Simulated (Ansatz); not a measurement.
# Kick test of a cell of Cd₅HgSe₆

It was reached by relaxing an invented guess, and it needn't be the stable form of this composition.

Computed with DFT PBE, scalar-relativistic, plane waves, PAW (Ansatz 0.2.0). Cutoff 420 eV; k points 12×12×2 on the computed 12-atom cell (Γ-centred); Gaussian smearing, width 0.01 eV; no spin polarisation.

The cell below (12 atoms, space group P3m1 (No. 156)) is relaxed within its symmetry.

```yaml
crystal:
  lattice:
    - [4.39002, 0.00000, 0.00000]
    - [-2.19501, 3.80187, 0.00000]
    - [0.00000, 0.00000, 21.48880]
  atoms:
    - { symbol: Cd, position: [0.00000, 0.00000, 0.99946] }
    - { symbol: Cd, position: [0.33333, 0.66667, 0.83325] }
    - { symbol: Cd, position: [0.66667, 0.33333, 0.66706] }
    - { symbol: Cd, position: [0.00000, 0.00000, 0.50069] }
    - { symbol: Cd, position: [0.66667, 0.33333, 0.16554] }
    - { symbol: Hg, position: [0.33333, 0.66667, 0.33371] }
    - { symbol: Se, position: [0.33333, 0.66667, 0.95815] }
    - { symbol: Se, position: [0.66667, 0.33333, 0.79196] }
    - { symbol: Se, position: [0.00000, 0.00000, 0.62572] }
    - { symbol: Se, position: [0.33333, 0.66667, 0.45962] }
    - { symbol: Se, position: [0.66667, 0.33333, 0.29047] }
    - { symbol: Se, position: [0.00000, 0.00000, 0.12437] }
```

For the test it was strained at random (σ = 1.5 % a component), the atoms were moved at random (σ = 0.10 Å), and all was relaxed again on a coarse 6×6×1 mesh (in the run’s order of axes) with 0.20 eV smearing, with no symmetry imposed.

These runs have no spin–orbit coupling, which can matter for Hg.

Problem. Does it come back?

Solution. It returns, within 1 meV/atom of the unmoved cell on that mesh and with the same symmetry when read at 0.1 Å (Cm at 0.01 Å, so small strains and shifts remain). No instability shows in this cell; modes of other wave vectors, which need another repeat, aren't tested.
